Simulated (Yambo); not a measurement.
Yambo run on BaAlSiH (space group P3m1, No. 156). The wavefunctions come from this Quantum ESPRESSO step (PBEsol, PseudoDojo standard norm-conserving files, fully relativistic):

```
&CONTROL
  calculation = 'nscf'
  pseudo_dir = './pseudo'
  outdir = './out'
/
&SYSTEM
  ibrav = 0
  nat = 4
  ntyp = 4
  ecutwfc = 72.0
  ecutrho = 288.0
  occupations = 'fixed'
  force_symmorphic = .true.
  nbnd = 304
  noncolin = .true.
  lspinorb = .true.
/
&ELECTRONS
  conv_thr = 4e-09
  diago_full_acc = .true.
  diago_thr_init = 1e-08
/
ATOMIC_SPECIES
H 1.0080 H.upf
Al 26.9815 Al.upf
Si 28.0850 Si.upf
Ba 137.3270 Ba.upf
CELL_PARAMETERS angstrom
  4.299141334561   0.000000000000   0.000000000000
 -2.149570667281   3.723165610190   0.000000000000
  0.000000000000   0.000000000000   5.061951565000
ATOMIC_POSITIONS crystal
H   0.666666667000   0.333333333000   0.124555834200
Al   0.666666667000   0.333333333000   0.469354375700
Si   0.333333333667   0.666666666333   0.544090423600
Ba   0.000000000333   0.000000000000   0.004909366500
K_POINTS automatic
3 3 2 0 0 0
```

Yambo input:

```
rim_cut
gw0
dyson
el_el_corr
HF_and_locXC
ppa
em1d
RandQpts= 1000000
RandGvec= 1 Ry
EXXRLvcs= 72 Ry
VXCRLvcs= 288 Ry
Chimod= "HARTREE"
% BndsRnXp
 1 | 302 |
%
NGsBlkXp= 8 Ry
% LongDrXp
 1.0 | 1.0 | 1.0 |
%
PPAPntXp= 27.2114 eV
% GbndRnge
 1 | 302 |
%
GTermKind= "BG"
DysSolver= "n"
ExtendOut
% QPkrange
 1 | 1 | 18 | 19 |
 2 | 2 | 18 | 19 |
 3 | 3 | 16 | 20 |
 5 | 5 | 18 | 19 |
 6 | 6 | 18 | 19 |
%
```

k points by index: 1 = Γ, 2 = A, 3 = (0, 0.333, 0), 5 = K, 6 = H.

Table of the .qp output:

```
#    K-point    Band    Eo [eV]    E [eV]    E-Eo [eV]    Vxc [eV]    Vnlxc [eV]    Sc|Eo [eV]    Sc|E [eV]    dSc/dw|Eo [eV]    Re(Z)    Im(Z)
#
    1    18    -0.618626    -1.228313    -0.609687    -10.04353    -11.65245    0.818134    0.999234    -8.081575    0.771011    -0.001674
    1    19    1.253678    1.134579    -0.119099    -9.166892    -5.316383    -4.003614    -3.969608    -7.778026    0.777700    -0.001657
    2    18    0.000000    -0.518181    -0.518181    -10.15327    -11.45247    0.626098    0.781025    -8.134464    0.769857    -0.001699
    2    19    1.676555    1.667776    -0.008779    -9.461121    -5.370788    -4.101509    -4.099113    -7.545837    0.782895    -0.001629
    3    16    -1.082598    -1.741209    -0.658612    -10.09563    -12.06404    1.109481    1.309794    -8.274840    0.766812    -0.001708
    3    17    -0.659826    -1.102268    -0.442443    -9.533602    -10.57727    0.470896    0.601221    -8.013986    0.772490    -0.001716
    3    18    -0.618021    -1.054694    -0.436673    -9.551999    -10.55511    0.438123    0.566436    -7.994530    0.772917    -0.001712
    3    19    1.040547    0.924787    -0.115760    -9.194993    -5.671672    -3.671492    -3.639081    -7.626522    0.781082    -0.001642
    3    20    1.050079    0.933295    -0.116785    -9.199277    -5.675348    -3.673423    -3.640714    -7.629134    0.781024    -0.001642
    5    18    -0.767706    -1.257904    -0.490197    -9.568017    -10.81510    0.609353    0.756885    -8.188261    0.768687    -0.001740
    5    19    1.032397    0.957814    -0.074583    -9.251703    -5.667208    -3.679520    -3.659078    -7.470457    0.784597    -0.001627
    6    18    -0.366211    -0.903125    -0.536914    -9.787528    -11.21288    0.728392    0.888437    -8.109908    0.770392    -0.001722
    6    19    3.114179    3.214756    0.100577    -9.134140    -4.526737    -4.479497    -4.506826    -7.382052    0.786602    -0.001632
```
(The two width columns are left out.) Convergence of these settings isn't established.

Geometry relaxed with PBEsol.

The structure is a Materials Project entry; no match was found in the copy of COD used, and its stability was not checked.
